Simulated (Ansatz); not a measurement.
Ansatz (an electronic-structure program) input:

Ansatz 0.2 input:
```yaml
crystal:
  lattice:
    - [0.0, 2.2515126888, 2.2515126888]
    - [2.2515126888, 0.0, 2.2515126888]
    - [2.2515126888, 2.2515126888, 0.0]
  atoms:
    - { symbol: Na, position: [0.0, 0.0, 0.0] }
    - { symbol: F, position: [0.5, 0.5, 0.5] }
kpoints:
  mp_grid: { grid: [11, 11, 11] }
hamiltonian:
  xc: lda
  pseudopotentials: { kind: paw }
scf:
  occupations: { method: fixed }
elastic: { mode: relaxed_ion, stencil: two_point, amplitude: 0.005, f_tol: 0.0005 }
```

Output (shortened):

```
Pseudopotential: Na, paw, valence charge 9
Pseudopotential: F, paw, valence charge 7
Functional definition: SPW92
Crystal: 2 atoms, lattice volume = 22.827 Å³
Basis set: ecut = 420 eV, 459 PW (Γ)
Bands: 12, of which v1, the nominal top of the filled ones, is band 8 counted from 1 (7 counted from 0)
Symmetry: 48 space group operations
Space group: Fm-3m (ITA 225), of the structure as read, at distance tolerance 2.8e-5 Å
k-points: 56 of 1331
SCF iter   1: F=—  HF=-2263.116417 eV  |F-HF|=—  |Δ(HF+E_count)|=         —  Δρ=2.02e-2  dr2=6.39e-2  ethr=1.77e-3  ⟨swp⟩=4.5  Hψ=3262  notcnv=0  defer=108
preconditioner: auto → none
SCF iter   2: F=—  HF=-2263.095768 eV  |F-HF|=—  |Δ(HF+E_count)|=   2.06e-2  Δρ=9.92e-3  dr2=1.02e-2  ethr=4.00e-4  ⟨swp⟩=2.0  Hψ=1411  notcnv=0  defer=110
SCF iter   3: F=—  HF=-2263.092431 eV  |F-HF|=—  |Δ(HF+E_count)|=   3.34e-3  Δρ=1.49e-3  dr2=3.67e-4  ethr=6.36e-5  ⟨swp⟩=2.0  Hψ=947  notcnv=0  defer=109
SCF iter   4: F=—  HF=-2263.092296 eV  |F-HF|=—  |Δ(HF+E_count)|=   1.35e-4  Δρ=4.95e-4  dr2=1.81e-5  ethr=2.29e-6  ⟨swp⟩=2.1  Hψ=1116  notcnv=0  defer=86
SCF iter   5: F=—  HF=-2263.092287 eV  |F-HF|=—  |Δ(HF+E_count)|=   8.92e-6  Δρ=3.91e-5  dr2=2.62e-7  ethr=1.13e-7  ⟨swp⟩=2.0  Hψ=805  notcnv=0
SCF iter   6: F=—  HF=-2263.092287 eV  |F-HF|=—  |Δ(HF+E_count)|=   3.23e-7  Δρ=4.41e-6  dr2=2.47e-9  ethr=1.64e-9  ⟨swp⟩=2.0  Hψ=808  notcnv=0
SCF iter   7: F=—  HF=-2263.092287 eV  |F-HF|=—  |Δ(HF+E_count)|=  4.98e-10  Δρ=2.80e-7  dr2=8.37e-12  ethr=1.54e-11  ⟨swp⟩=2.2  Hψ=894  notcnv=0
SCF iter   8: F=-2263.092287 eV  HF=-2263.092287 eV  |F-HF|=4.55e-13  |Δ(HF+E_count)|=  9.09e-13  Δρ=1.48e-8  dr2=1.22e-14  ethr=1.00e-12  ⟨swp⟩=3.9  Hψ=3289  notcnv=0
SCF 1 converged in 8 iterations: F = -2263.092287 eV  dr2 = 1.22e-14
Crystal: 2 atoms, lattice volume = 22.713 Å³
Symmetry: 16 space group operations
k-points: 126 of 1331
iter 1 solved again at ethr=2.85e-7 eV; its pass at ethr=3.10e-3 eV (dr2=4.56e-5 eV) is discarded
SCF iter   1: F=—  HF=-2263.092050 eV  |F-HF|=—  |Δ(HF+E_count)|=         —  Δρ=5.24e-4  dr2=5.14e-5  ethr=2.85e-7  ⟨swp⟩=2.0  Hψ=9250  notcnv=0  defer=252
preconditioner: auto → none
SCF iter   2: F=—  HF=-2263.092031 eV  |F-HF|=—  |Δ(HF+E_count)|=   1.87e-5  Δρ=3.38e-4  dr2=1.07e-5  ethr=2.85e-7  ⟨swp⟩=2.0  Hψ=2279  notcnv=0  defer=90
SCF iter   3: F=—  HF=-2263.092028 eV  |F-HF|=—  |Δ(HF+E_count)|=   3.07e-6  Δρ=1.21e-4  dr2=2.04e-6  ethr=6.66e-8  ⟨swp⟩=2.0  Hψ=1895  notcnv=0  defer=3
SCF iter   4: F=—  HF=-2263.092028 eV  |F-HF|=—  |Δ(HF+E_count)|=   2.94e-7  Δρ=2.87e-5  dr2=7.37e-8  ethr=1.28e-8  ⟨swp⟩=2.0  Hψ=1711  notcnv=0
SCF iter   5: F=—  HF=-2263.092028 eV  |F-HF|=—  |Δ(HF+E_count)|=   8.70e-9  Δρ=2.99e-6  dr2=9.08e-10  ethr=4.60e-10  ⟨swp⟩=2.3  Hψ=2450  notcnv=0
SCF iter   6: F=—  HF=-2263.092028 eV  |F-HF|=—  |Δ(HF+E_count)|=  1.31e-10  Δρ=3.55e-7  dr2=1.36e-11  ethr=5.68e-12  ⟨swp⟩=2.1  Hψ=2353  notcnv=0
SCF iter   7: F=-2263.092028 eV  HF=-2263.092028 eV  |F-HF|=4.55e-13  |Δ(HF+E_count)|=  2.73e-12  Δρ=3.22e-8  dr2=8.52e-14  ethr=1.00e-12  ⟨swp⟩=3.5  Hψ=5921  notcnv=0
SCF 2 converged in 7 iterations: F = -2263.092028 eV  dr2 = 8.52e-14
Crystal: 2 atoms, lattice volume = 22.941 Å³
iter 1 solved again at ethr=4.32e-9 eV; its pass at ethr=3.10e-3 eV (dr2=6.91e-7 eV) is discarded
SCF iter   1: F=—  HF=-2263.092017 eV  |F-HF|=—  |Δ(HF+E_count)|=         —  Δρ=3.80e-4  dr2=7.07e-7  ethr=4.32e-9  ⟨swp⟩=2.2  Hψ=8821  notcnv=0  defer=134
preconditioner: auto → none
SCF iter   2: F=—  HF=-2263.092044 eV  |F-HF|=—  |Δ(HF+E_count)|=   2.72e-5  Δρ=1.90e-4  dr2=1.77e-7  ethr=4.32e-9  ⟨swp⟩=1.0  Hψ=1512  notcnv=0  defer=134
SCF iter   3: F=—  HF=-2263.092053 eV  |F-HF|=—  |Δ(HF+E_count)|=   9.06e-6  Δρ=2.97e-5  dr2=9.74e-8  ethr=1.11e-9  ⟨swp⟩=2.0  Hψ=1867  notcnv=0  defer=134
SCF iter   4: F=—  HF=-2263.092053 eV  |F-HF|=—  |Δ(HF+E_count)|=   1.24e-8  Δρ=4.24e-7  dr2=1.31e-11  ethr=6.09e-10  ⟨swp⟩=2.0  Hψ=1881  notcnv=0  defer=134
SCF iter   5: F=—  HF=-2263.092053 eV  |F-HF|=—  |Δ(HF+E_count)|=  1.23e-10  Δρ=2.15e-7  dr2=3.04e-12  ethr=8.20e-14 (applied; sched 1.00e-12)  ⟨swp⟩=2.0  Hψ=2470  notcnv=0  defer=134
SCF iter   6: F=—  HF=-2263.092053 eV  |F-HF|=—  |Δ(HF+E_count)|=  1.36e-12  Δρ=2.65e-8  dr2=1.06e-13  ethr=1.90e-14 (applied; sched 1.00e-12)  ⟨swp⟩=2.0  Hψ=1900  notcnv=0  defer=134
SCF iter   7: F=-2263.092053 eV  HF=-2263.092053 eV  |F-HF|=4.55e-13  |Δ(HF+E_count)|=  4.55e-13  Δρ=3.86e-9  dr2=1.98e-15  ethr=1.00e-12  ⟨swp⟩=3.0  Hψ=4020  notcnv=0
SCF 3 converged in 7 iterations: F = -2263.092053 eV  dr2 = 1.98e-15
Crystal: 2 atoms, lattice volume = 22.827 Å³
Symmetry: 8 space group operations
k-points: 216 of 1331
iter 1 solved again at ethr=4.78e-8 eV; its pass at ethr=3.10e-3 eV (dr2=7.64e-6 eV) is discarded
SCF iter   1: F=—  HF=-2263.092212 eV  |F-HF|=—  |Δ(HF+E_count)|=         —  Δρ=3.71e-4  dr2=5.24e-6  ethr=4.78e-8  ⟨swp⟩=2.0  Hψ=15805  notcnv=0  defer=432
preconditioner: auto → none
SCF iter   2: F=—  HF=-2263.092224 eV  |F-HF|=—  |Δ(HF+E_count)|=   1.20e-5  Δρ=1.84e-4  dr2=1.26e-6  ethr=3.28e-8  ⟨swp⟩=1.0  Hψ=2592  notcnv=0  defer=71
SCF iter   3: F=—  HF=-2263.092227 eV  |F-HF|=—  |Δ(HF+E_count)|=   2.63e-6  Δρ=6.01e-6  dr2=4.70e-9  ethr=7.90e-9  ⟨swp⟩=1.0  Hψ=2592  notcnv=0  defer=7
SCF iter   4: F=—  HF=-2263.092227 eV  |F-HF|=—  |Δ(HF+E_count)|=   2.17e-9  Δρ=4.46e-6  dr2=2.65e-9  ethr=2.94e-11  ⟨swp⟩=2.0  Hψ=4104  notcnv=0  defer=7
SCF iter   5: F=—  HF=-2263.092227 eV  |F-HF|=—  |Δ(HF+E_count)|=  6.82e-10  Δρ=1.45e-6  dr2=2.74e-10  ethr=1.66e-11  ⟨swp⟩=2.0  Hψ=2952  notcnv=0  defer=7
SCF iter   6: F=—  HF=-2263.092227 eV  |F-HF|=—  |Δ(HF+E_count)|=  7.46e-11  Δρ=2.43e-7  dr2=7.24e-12  ethr=1.71e-12  ⟨swp⟩=2.0  Hψ=3125  notcnv=0  defer=7
SCF iter   7: F=-2263.092227 eV  HF=-2263.092227 eV  |F-HF|=4.55e-13  |Δ(HF+E_count)|=  1.82e-12  Δρ=2.62e-8  dr2=5.21e-14  ethr=1.00e-12  ⟨swp⟩=3.0  Hψ=9929  notcnv=0
SCF 4 converged in 7 iterations: F = -2263.092227 eV  dr2 = 5.21e-14
Crystal: 2 atoms, lattice volume = 22.827 Å³
iter 1 solved again at ethr=1.65e-9 eV; its pass at ethr=3.10e-3 eV (dr2=2.64e-7 eV) is discarded
SCF iter   1: F=—  HF=-2263.092212 eV  |F-HF|=—  |Δ(HF+E_count)|=         —  Δρ=2.36e-4  dr2=2.62e-7  ethr=1.65e-9  ⟨swp⟩=2.0  Hψ=14712  notcnv=0  defer=229
preconditioner: auto → none
SCF iter   2: F=—  HF=-2263.092223 eV  |F-HF|=—  |Δ(HF+E_count)|=   1.12e-5  Δρ=1.18e-4  dr2=6.55e-8  ethr=1.64e-9  ⟨swp⟩=1.0  Hψ=2592  notcnv=0  defer=229
SCF iter   3: F=—  HF=-2263.092227 eV  |F-HF|=—  |Δ(HF+E_count)|=   3.75e-6  Δρ=5.35e-6  dr2=3.80e-9  ethr=4.10e-10  ⟨swp⟩=1.0  Hψ=2592  notcnv=0  defer=229
SCF iter   4: F=—  HF=-2263.092227 eV  |F-HF|=—  |Δ(HF+E_count)|=   1.06e-9  Δρ=8.79e-8  dr2=6.95e-13  ethr=2.38e-11  ⟨swp⟩=2.0  Hψ=3203  notcnv=0  defer=229
SCF iter   5: F=-2263.092227 eV  HF=-2263.092227 eV  |F-HF|=4.55e-13  |Δ(HF+E_count)|=  9.55e-12  Δρ=2.03e-8  dr2=2.96e-14  ethr=1.00e-12  ⟨swp⟩=4.6  Hψ=8587  notcnv=0
SCF 5 converged in 5 iterations: F = -2263.092227 eV  dr2 = 2.96e-14
SCF converged after 8 iterations
Free energy (F): -2263.092287 eV
Harris-Foulkes:  -2263.092287 eV  (|F-HF|=4.55e-13)
Internal energy: -2263.092287 eV  (E = F + TS)
E sigma→0 (E₀):  -2263.092287 eV
Fermi energy:    1.249178 eV
--- Per-component energies (eV) ---
  E_band       = -225.571763
  E_kinetic    = 327.954730
  E_local      = -1637.022692  (includes V_loc(G=0)·N_el)
  E_nonlocal   = 192.674841
  E_hartree    = 575.129087
  E_xc         = -117.390387
  E_vxc        = -152.248093  (∫ρ·V_xc dr)
  E_paw        = -432.169579  (= ΣΔE_a)
  E_vpaw       = -107.190568  (= ΣTr[D̂ρ^β])
  E_aug_tail   = 0.001849  (compensation charges beyond the density's cutoff)
  E_ewald      = -1172.524279
  E_core_change = 0.254142  (= ΣΔE_core)
  E_smearing   =  0.000000  (= −TS)
  E_closure    =  0.000000  (closes the sum)
  Σ components = -2263.092287   (vs F -2263.092287, Δ=0.00e0)
  [band-id]    e_kinetic+e_local+e_nonlocal+2·e_hartree+e_vxc+e_vpaw+e_augmentation_tail = -225.571759   (vs E_band -225.571763, Δ=3.51e-6)
--- Forces (eV/Å), atoms counted from 1 ---
  atom   1  Na     0.00000000     0.00000000     0.00000000
  atom   2  F      0.00000000     0.00000000     0.00000000
  max |Σ_I F_I| component: 0.0 eV/Å
--- Stress (GPa, compression-positive) ---
       -0.020659       0.000000       0.000000
        0.000000      -0.020659       0.000000
        0.000000       0.000000      -0.020659
  P = ⅓ Tr σ = -0.0207 GPa (-0.207 kbar)
--- Band table (eV; the first three rows and the last of 56) ---
  k-point 0: bands = ["-44.8502", "-17.6733", "-17.2942", "-17.2942", "-17.2942", "1.2492", "1.2492", "1.2492", "7.7067", "20.4025", "20.4025", "20.4025"]
  k-point 1: bands = ["-44.8485", "-17.8140", "-17.2954", "-17.2954", "-17.1398", "1.0570", "1.2243", "1.2243", "8.0273", "19.2475", "20.5523", "20.5523"]
  k-point 2: bands = ["-44.8438", "-18.0274", "-17.2988", "-17.2988", "-16.8897", "0.5949", "1.1561", "1.1561", "8.8592", "17.6054", "20.9507", "20.9507"]
  k-point 55: bands = ["-44.8218", "-17.9388", "-17.4390", "-17.4067", "-16.7428", "0.1847", "0.2434", "0.6372", "14.4348", "14.6657", "17.0818", "19.1089"]
--- Elastic constants: 2 strain directions × 2 members + reference (group order 48) ---
  dense FFT box of the reference and of every strained cell: 24×24×24
  strains applied: 11, 23; error gains: componentwise 1.00 (the most a stress slope's error grows in a printed constant), spectral 1.73 (1 for all six strains …
  C = ∂σ_k/∂η_j (tension-positive GPa; Voigt order 11 22 33 23 13 12):
       133.404     24.914     24.914      0.000      0.000      0.000
        24.914    133.404     24.914      0.000      0.000      0.000
        24.914     24.914    133.404      0.000      0.000      0.000
         0.000      0.000      0.000     29.104      0.000      0.000
         0.000      0.000      0.000      0.000     29.104      0.000
         0.000      0.000      0.000      0.000      0.000     29.104
  reference stress σ⁰ (GPa):      0.021      0.021      0.021      0.000      0.000      0.000
  C* (energy form; C + prestress term) asymmetry max|C*_kj − C*_jk| = 3.553e-15 GPa — a small one proves nothing (zero by symmetry where the batch's group is …
  moduli (Voigt/Reuss/Hill, GPa): K = 61.08/61.08/61.08   G = 39.16/35.73/37.44   E = 93.27   ν = 0.245
  mechanically stable: yes (min eigenvalue of sym C = 29.10 GPa)
  where every solve meets its electron count the energy-path curvature estimates C_jj along a normal strain and C_jj − ¼(σ⁰_aa + σ⁰_bb) along a shear (ab), of …
  strain η (Voigt 11):  stress-route row diagonal C_11 = 133.40 GPa, energy-path curvature d²(F+E_count+ΔE)/dδ²/Ω₀ = 134.08 GPa
         δ    σ_11 (GPa)             F (eV)   n_scf  n_hpsi   n_pw
    -5.000e-3      -0.6691       -2263.0920279       7   27381    459   relax 0 steps, max|allowed force component| 0.0 eV/Å
     5.000e-3       0.6649       -2263.0920533       7   24009    461   relax 0 steps, max|allowed force component| 0.0 eV/Å
  strain η (Voigt 23):  stress-route row diagonal C_44 = 29.10 GPa, energy-path curvature d²(F+E_count+ΔE)/dδ²/Ω₀ = 29.77 GPa
         δ    σ_23 (GPa)             F (eV)   n_scf  n_hpsi   n_pw
    -5.000e-3      -0.1455       -2263.0922271       7   43721    459   relax 0 steps, max|allowed force component| 0.0 eV/Å
     5.000e-3       0.1455       -2263.0922271       5   34312    459   relax 0 steps, max|allowed force component| 0.0 eV/Å
```

Cost: roughly 9 core-seconds on shared cores.

Symmetry was held in the LDA relaxation; phonons on a q-mesh show no instability.

Potentials: the later of the program's two PAW sets.

Ansatz is a plane-wave DFT program.
